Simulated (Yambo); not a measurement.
A G0W0@PBEsol run in Yambo for CdF2 (fluorite, space group Fm-3m, No. 225) (4×4×4 Γ-centred k mesh, bands 9 to 164 and a 8 Ry block in the screening, 164 bands in G with the Bruneval-Gonze terminator, plasmon pole fitted at 27.2 eV) gives these matrix elements, in eV, at the band edges (W → Γ):

```csv
state,E0,<Vxc>,<Σx>,<Σc(E0)>,Z
valence edge,0.000,-24.090,-31.527,5.332,0.796
conduction edge,2.927,-12.651,-8.085,-3.400,0.869
```

Solve the linearised quasiparticle equation for both states, give the gap, and say how exchange and correlation each act on it.

E = E0 + Z(Σx + Σc − Vxc). Valence: 0.000 + 0.796 × (-31.527 + (5.332) − (-24.090)) = -1.67 eV. Conduction: 2.927 + 0.869 × (-8.085 + (-3.400) − (-12.651)) = 3.94 eV. The gap is 5.61 eV, against 2.93 eV in PBEsol. Replacing Vxc by bare exchange alone would open it by 12.00 eV; correlation takes back 8.73 eV of that, and Z scales what is left. Nearest settings tried, and what they do to the gap: 70 bands in G: +57 meV; 86 bands in W: +252 meV; 3 Ry block (27 vectors against 137): +308 meV. Not varied: mesh. So the settings aren't converged at that level. 

Spin-orbit coupling is included.

Geometry of the Materials Project entry, not relaxed at this level; primitive cell a = b = c = 3.819 Å, α = β = γ = 60.00°.
